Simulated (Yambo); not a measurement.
G0W0@LDA for Sr2MoZnO6 (space group Fm-3m, No. 225) in Yambo. Reference settings: 2×2×2 Γ-centred k mesh, bands 6 to 209 and a 7 Ry block in the screening, 209 bands in G with the Bruneval-Gonze terminator, plasmon pole fitted at 27.2 eV. The LDA gap L → X on this mesh is 2.04 eV; G0W0 gaps are taken between the same points.

With and without the terminator, as bands are cut:

```
bands in G (in W)  gap, terminator (eV)  gap, none (eV)  valence shift, terminator (eV)  valence shift, none (eV)
-----------------  --------------------  --------------  ------------------------------  ------------------------
92 (209)                          3.843           4.002                          -0.596                     0.082
141 (209)                         3.805           3.881                          -0.608                    -0.191
209 (209)                         3.781           3.800                          -0.610                    -0.343
```

Over this range the gap spans 0.062 eV with the terminator and 0.202 eV without, the valence shift 0.014 eV and 0.425 eV. Neither column has reached its limit for certain. In the run with 209 bands and a 7 Ry block, which covers more k points, the smallest G0W0 gap is 3.56 eV, Γ → X.

Spin-orbit coupling is not included.

Geometry of the Materials Project entry, not relaxed at this level; primitive cell a = b = c = 5.6897 Å, α = β = γ = 60.00°.

A shift is the quasiparticle energy of the state minus its LDA energy.
